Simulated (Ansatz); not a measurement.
## YSe (Fm-3m), a sublattice moved along a line

Method: DFT PBEsol, scalar-relativistic, plane waves, PAW (Ansatz). Cutoff 420 eV, Γ-centred 14×14×14 k-points, Gaussian smearing of 0.15 eV. No spin polarisation. Energies are free energies at this smearing, counted from the undisturbed cell; pressure is positive in compression.

Reference structure (as given, not relaxed at this level; it stands at -2.5 GPa, and it needn't be the usual structure):

```
Y Se
1.0
     0.00000    2.87500    2.87500
     2.87500    0.00000    2.87500
     2.87500    2.87500    0.00000
Y Se
1 1
Direct
  0.00000 0.00000 0.00000
  0.50000 0.50000 0.50000
```

Every Se atom is moved by x along the Cartesian unit vector (0.000, 0.000, 1.000); the cell and all other atoms stay fixed. The cell is metallic on the mesh throughout.

```csv
x (Å),ΔE (meV/cell),force along x on the moved atoms (eV/Å),pressure (GPa)
-0.2000,128.1,1.34,-1.1
-0.1000,31.0,0.63,-2.2
0.0000,0.0,0.00,-2.5
0.0250,1.9,-0.15,-2.5
0.0500,7.7,?,?
0.0750,17.4,-0.47,-2.3
0.1250,48.8,-0.79,-2.0
0.1500,?,-0.97,?
0.1750,97.1,-1.15,-1.4
```

By symmetry 0.2000 repeats -0.2000, -0.1500 repeats 0.1500, 0.1000 repeats -0.1000, -0.0500 repeats 0.0500 in energy, with the opposite slope along the path.

Problem. Give the withheld values.

Solution. force along x on the moved atoms (eV/Å) at x (Å) = 0.0500: -0.31; pressure (GPa) at x (Å) = 0.0500: -2.4; ΔE (meV/cell) at x (Å) = 0.1500: 70.8; pressure (GPa) at x (Å) = 0.1500: -1.7.